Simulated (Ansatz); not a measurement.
Vibrational response of K4Cl

The calculation used DFT PBE, scalar-relativistic, plane waves, PAW in Ansatz 0.2.0. Settings: 420 eV plane-wave cutoff, Γ-centred 6×6×6 mesh, Fermi-Dirac smearing of 0.15 eV. No spin polarisation. Phonons by linear response, acoustic sum rule imposed.

Equilibrium structure at this level:
```
CELL_PARAMETERS angstrom
6.93604 0.00000 0.00000
0.00000 6.93604 0.00000
0.00000 0.00000 6.93604
ATOMIC_POSITIONS crystal
K 0.25168 0.25168 0.25168
K 0.74832 0.74832 0.25168
K 0.74832 0.25168 0.74832
K 0.25168 0.74832 0.74832
Cl 0.00000 0.00000 0.00000
```

The cell was found from a structure generator's guess, not taken from experiment. In a metal, frequencies depend on the k mesh and the smearing, soft modes most.

Optical modes at Γ:
```json
{"frequency (cm⁻¹)": "41", "degeneracy": "3"}
{"frequency (cm⁻¹)": "48", "degeneracy": "3"}
{"frequency (cm⁻¹)": "60", "degeneracy": "2"}
{"frequency (cm⁻¹)": "116", "degeneracy": "1"}
{"frequency (cm⁻¹)": "140", "degeneracy": "3"}
```

All 12 optical modes at Γ are real: no displacement of atoms at fixed cell lowers the energy to second order. Strains and modes at other wave vectors aren't tested by this run.
